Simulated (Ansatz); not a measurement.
This cell of ZnInGaO4 (InGaZnO4 type, space group R3m) is off equilibrium:

```yaml
crystal:
  lattice:
    - [1.60058, 0.92410, 8.30327]
    - [-1.60058, 0.92410, 8.30327]
    - [0.00000, -1.84820, 8.30327]
  atoms:
    - { symbol: In, position: [0.99731, 0.99731, 0.99731] }
    - { symbol: Ga, position: [0.21261, 0.21261, 0.21261] }
    - { symbol: Zn, position: [0.78135, 0.78135, 0.78135] }
    - { symbol: O, position: [0.13577, 0.13577, 0.13577] }
    - { symbol: O, position: [0.87900, 0.87900, 0.87900] }
    - { symbol: O, position: [0.28846, 0.28846, 0.28846] }
    - { symbol: O, position: [0.70550, 0.70550, 0.70550] }
```

The numbers are results of r2SCAN (plane waves to 500 eV, PAW, scalar-relativistic; Ansatz, an electronic-structure program), not measurements. k mesh 12×12×12 (Γ-centred), Fermi-Dirac smearing 0.05 eV. E stands for the smeared free energy. Compression counts positive. ZnInGaO4 was relaxed with its symmetry unable to fall.

Task: What is the stress tensor (GPa)?

Result: 
```
   23.0      0.0      0.0
    0.0     23.0      0.0
    0.0      0.0     22.5
```
The pressure, a third of the trace, is 22.8 GPa.

Task: It is the relaxed cell scaled evenly to V/V₀ = 0.904, atoms relaxed where free. What is its energy relative to the relaxed cell?

Result: 72.7 meV/atom.

(A scan under strain: stresses follow from slopes of the energy per volume, elastic moduli from its curvatures.)
